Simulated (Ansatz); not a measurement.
Start of a relaxation of Ga₃B₂As₅:

```cif
data_structure
_symmetry_space_group_name_H-M 'P 1'
_symmetry_Int_Tables_number 1
_cell_length_a 13.6166
_cell_length_b 13.6166
_cell_length_c 13.6166
_cell_angle_alpha 164.058
_cell_angle_beta 164.058
_cell_angle_gamma 22.620
_cell_volume 190.43
loop_
_atom_site_label
_atom_site_type_symbol
_atom_site_fract_x
_atom_site_fract_y
_atom_site_fract_z
_atom_site_occupancy
Ga1 Ga 0.90000 0.90000 0.00000 1
Ga2 Ga 0.50000 0.50000 0.00000 1
Ga3 Ga 0.10000 0.10000 0.00000 1
B1 B 0.70000 0.70000 0.00000 1
B2 B 0.30000 0.30000 0.00000 1
As1 As 0.35000 0.85000 0.50000 1
As2 As 0.95000 0.45000 0.50000 1
As3 As 0.55000 0.05000 0.50000 1
As4 As 0.15000 0.65000 0.50000 1
As5 As 0.75000 0.25000 0.50000 1
```

Theory: DFT PBE, scalar-relativistic, plane waves, PAW (Ansatz). Cutoff 420 eV, Gaussian smearing, Γ-centred meshes. Cell and atoms relax first on a coarse mesh and then on a converged one. In between, the cell is made exact in the group found at 0.06 Å. The steps can't lower the symmetry of their start. No spin polarisation.

A guess keeps its type if space group and coordination stay and the shape of the cell changes little (axis ratios within about 15 %, angles within 6°); the volume may change.

Problem. Will the relaxed cell still be of the starting type?

Solution. It keeps its type. The symmetry stays I-4m2 (No. 119). The volume per atom grows by 1.9 %, from 19.0 to 19.4 Å³. The shortest distance goes from 2.31 Å (B–As and Ga–As) to 2.20 Å (B–As). The ratio c/a of the conventional cell changes by a factor of 1.03. Counting neighbours within 15 % of an atom's shortest distance, the start has As 4, B 4, Ga 4 and the end As 4, B 4, Ga 4.

The last run used a 14×14×14 mesh for its 10-atom cell and Gaussian smearing of 0.01 eV. Symmetry constrained the relaxation, so the result can be a saddle point.
